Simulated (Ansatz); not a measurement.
Given:

Rh (fcc, Cu type) is sheared across one {111} plane: the third cell vector gains the shift, so faults repeat every 13.3 Å. The cut lies between planes 2.21 Å apart; the cell height is held.

```yaml
crystal:
  lattice:
    - [2.70826, 0.00000, 0.00000]
    - [1.35413, 2.34543, 0.00000]
    - [0.00000, 0.00000, 13.26773]
  atoms:
    - { symbol: Rh, position: [0.00000, 0.00000, 0.91667] }
    - { symbol: Rh, position: [0.66667, 0.66667, 0.08333] }
    - { symbol: Rh, position: [0.33333, 0.33333, 0.25000] }
    - { symbol: Rh, position: [0.00000, 0.00000, 0.41667] }
    - { symbol: Rh, position: [0.66667, 0.66667, 0.58333] }
    - { symbol: Rh, position: [0.33333, 0.33333, 0.75000] }
```

In-plane vectors a = (2.708, 0.000) Å, b = (1.354, 2.345) Å, area 6.35 Å². The shift is s times the vector a + b (length 4.691 Å), so s = 1 restores the start. Atoms relax along the normal only. γ = [E(shift) − E(0)] / area.

Method: PBE (plane waves to 420 eV, PAW, scalar-relativistic; Ansatz, a quantum-chemistry and plane-wave program). k mesh 16×16×3 (Γ-centred), Fermi-Dirac smearing 0.05 eV. Energies are extrapolated to zero smearing. With partly filled bands, the k mesh leaves noise in γ, roughly 0.02 J/m² as judged from a few cases. Faults lie only 13.3 Å apart, and holding the cell height raises γ above its relaxed value. Rh is run without spin polarisation. Rh was relaxed with its symmetry unable to fall. γ is measured from zero shift.

The scan covers s from 0.000 to 0.917 in 12 points.

At which s is γ highest?

s = 0.250 and s = 0.417.

Does γ have a local minimum between the ends of the line, and at which s?

s = 0.667.

What is the highest γ among twelve even steps of s?

1.12 J/m².

Which barrier is met on the easier way from s = 0 (or 1) to s = 0.667?

0.47 J/m².

What is γ at the local minimum s = 0.667, the intrinsic stacking fault?

0.22 J/m².

(The slope of γ gives the shear force per area between the displaced halves; near zero shift its curvature is an elastic stiffness.)
